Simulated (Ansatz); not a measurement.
## In$_{2}$Ir$_{3}$S$_{2}$: reading a single point

```
CELL_PARAMETERS angstrom
0.00000 -3.07828 4.42148
2.60739 -1.63625 -4.42148
2.95857 1.63625 4.42148
ATOMIC_POSITIONS crystal
In 0.00000 0.00000 0.00000
Ir 0.00000 0.50000 0.50000
Ir 0.50000 0.00000 0.50000
Ir 0.00000 0.00000 0.50000
S 0.72100 0.27900 0.83700
S 0.27900 0.72100 0.16300
In 0.50000 0.50000 0.50000
```

Level: PBE, spin-orbit coupling; 420 eV; 6×6×5 Γ-centred mesh; fermi-dirac occupations (width 0.1 eV); Ansatz 0.2.0, fixed geometry.

The state carries no moments; the state need not be the lowest.

(1) Give the Bader charges.

(2) Metal or insulator?

(3) Where is the largest force?

(4) Is the cell too large or too small?

Origin: a known structure type with other elements, at an estimated volume, so it need not be a known compound. Caveats: atoms or cell far from equilibrium; the SCF threshold is loose for a stress.

Answers

(1) Bader charges in e: In +0.92 to +0.95, Ir -0.29, S -0.50. In the mean In gives up most and S takes most.

(2) It is a metal, with about 3.4 states/eV a cell as the mean within 0.25 eV of the Fermi level, mostly Ir d (59 %) and In p (15 %).

(3) The largest is on S5 (and as large on other atoms): 4.30 eV/Å, components (3.56, 1.97, 1.37). It makes 135° with the line to a nearest neighbour, Ir3 at 2.20 Å, pointing away from it.

(4) The pressure is 29.2 GPa (compression positive), so with the atoms held at these fractions the cell would first expand; the forces are large, so a full relaxation may end otherwise. The principal stresses 22.8, 32.4, 32.4 GPa differ, so its shape would change too.
